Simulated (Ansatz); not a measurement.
WSe2 in space group P6_3/mmc (No. 194; W on 2c, Se on 4f) under volume change, DFT-r²SCAN+D4 in the program Ansatz with PAW potentials, shape and atoms relaxed at each volume.

```json
[
 {"V (Å³/atom)": "18.942", "E − E(relaxed) (meV/atom)": "[?]", "P (GPa)": "[?]"},
 {"V (Å³/atom)": "19.566", "E − E(relaxed) (meV/atom)": "11.0", "P (GPa)": "3.20"},
 {"V (Å³/atom)": "20.191", "E − E(relaxed) (meV/atom)": "2.4", "P (GPa)": "1.31"},
 {"V (Å³/atom)": "20.815", "E − E(relaxed) (meV/atom)": "0.0", "P (GPa)": "0.00"},
 {"V (Å³/atom)": "21.440", "E − E(relaxed) (meV/atom)": "[?]", "P (GPa)": "[?]"},
 {"V (Å³/atom)": "22.064", "E − E(relaxed) (meV/atom)": "6.0", "P (GPa)": "-1.31"},
 {"V (Å³/atom)": "22.689", "E − E(relaxed) (meV/atom)": "11.6", "P (GPa)": "-1.53"}
]
```

Task: Fill in the missing entries.

Result: 
- 21.440, E − E(relaxed) (meV/atom): 1.8
- 21.440, P (GPa): -0.84
- 18.942, E − E(relaxed) (meV/atom): 28.1
- 18.942, P (GPa): 5.75

Task: What does a third-order Birch–Murnaghan fit give for V₀, B₀ and B′?

Result: V₀ = 20.83 Å³/atom, B₀ = 34.6 GPa, B′ = 13.2.

The cell was relaxed with r²SCAN+D4 under the symmetry of its start. No spin polarisation was allowed. Scalar-relativistic: spin–orbit coupling is off unless named, which matters more the heavier the elements.

Potentials: the earlier of the program's two PAW sets. The files were generated under PBE; for other functionals the program regenerates the frozen cores, and for LDA and PBEsol the local potential too.
